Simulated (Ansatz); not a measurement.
A geometry of Ta away from equilibrium: step 4 of the relaxation of a relaxed Ta cell, doubled along one cell vector, shaken by Gaussian noise of σ = 0.08 Å a coordinate. The numbers are results of r2SCAN (plane waves to 500 eV, PAW, scalar-relativistic; Ansatz, a quantum-chemistry and plane-wave program), not measurements. Γ-centred k-mesh 6×12×12 on the run's cell (coarser than for final values), Fermi–Dirac smearing 0.05 eV. The plane waves were selected for a different cell earlier on the path.

```xyz
2
Lattice="5.0203 0.0003 0.0003 0.0002 2.7472 0.0089 0.0001 0.0089 2.7508" Properties=species:S:1:pos:R:3 pbc="T T T"
Ta     1.2927     1.9873     1.8114
Ta     3.8028     0.7877     0.9954
```

Question: Give the Cartesian forces on all atoms (eV/Å).

Answer: 
```csv
atom,Fx,Fy,Fz
Ta1,0.00,0.70,1.14
Ta2,0.00,-0.70,-1.14
```

The path ends in Im-3m (No. 229) (bcc (W type)). No spin polarisation in the result.

The run could not lose the symmetry of its start.

Of the parent cell (Pm-3m (No. 221)): it is a generated cell of Ta: the first start was made by placing the elements on the sites of a structure type, and the end was not matched to a known phase here, so it may be hypothetical. Known forms of Ta include space group No. 229.
